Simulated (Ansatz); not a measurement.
CsPbCl$_{3}$ (cubic perovskite)

```xyz
5
Lattice="5.7356 0.0000 0.0000 0.0000 5.7356 0.0000 0.0000 0.0000 5.7356" Properties=species:S:1:pos:R:3 pbc="T T T"
Cs     0.0000     0.0000     0.0000
Pb     2.8678     2.8678     2.8678
Cl     0.0000     2.8678     2.8678
Cl     2.8678     2.8678     0.0000
Cl     2.8678     0.0000     2.8678
```

The slice is a {210} plane (indices of the conventional cell) through the point (0.500, 0.000, 0.500) (fractional), spanned by u = [100] and v = [021] in vectors of this cell: u (5.74 Å) and v (12.83 Å, at 90° to u). It covers one period; positions are fractions (u, v).

All values below come from PBE (plane waves to 420 eV, PAW, scalar-relativistic; Ansatz, a first-principles code). k mesh 6×6×6. Near the nuclei the fields are pseudised (PAW); where an atom keeps semicore shells as valence, they peak there. CsPbCl3 was relaxed with its symmetry unable to fall. Spin-orbit coupling is left out, though Pb is heavy. This is a high-temperature form of CsPbCl3.

**Question.** Around which element is the density of the lowest conduction band (whole band as if filled, smooth part) largest on this plane?

**Answer.** Cl. Mean over a disc round each atom, of radius 0.45 times the shortest bond: Cl 0.021, Cs 0.002 e/Å³.

**Question.** Around which element is the density of the highest valence band (whole band, smooth part) largest on this plane?

**Answer.** Cl. Mean over a disc round each atom, of radius 0.45 times the shortest bond: Cl 0.067, Cs 0.000 e/Å³.

**Question.** Predict the map of the valence electron density on the slice.

**Answer.** 
```
|9999886644332211223344668899|
|9988776644332222223344667788|
|7777665533334444443333556677|
|6666554444445555554444445566|
|6666554444556666665544445566|
|7766554444556666665544445566|
|7766665544556666665544556666|
|7766665544555566555544556666|
|7766664444444455444444446666|
|7766554433333344333333445566|
|6666554433333333333333445566|
|5555443333445555554433334455|
|4444333355667777776655333344|
|2222334466889999998866443322|
|1122335577999988999977553322|
|1111335577998800889977553311|
|1122335577999988999977553322|
|2222334466889999998866443322|
|4444333355667777776655333344|
|5555443333445555554433334455|
|6666554433333333333333445566|
|7766554433333344333333445566|
|7766664444444455444444446666|
|7766665544555566555544556666|
|7766665544556666665544556666|
|7766554444556666665544445566|
|6666554444556666665544445566|
|6666554444445555554444445566|
|7777665533334444443333556677|
|9988776644332222223344667788|
|9999886644332211223344668899|
|0099997755332211223355779999|
```
Scale: ten equal steps from -3.00 (start of '0') to 0.24 (end of '9'), in the order '0123456789'. Values: log₁₀ of the valence density in e/Å³. The map has 14 points along u (two characters each, u = 0 at the left) and 32 along v (v = 0 in the bottom row). The scale is logarithmic, as a density can span decades between atoms and voids; values under 0.001 e/Å³ are set to 0.001.
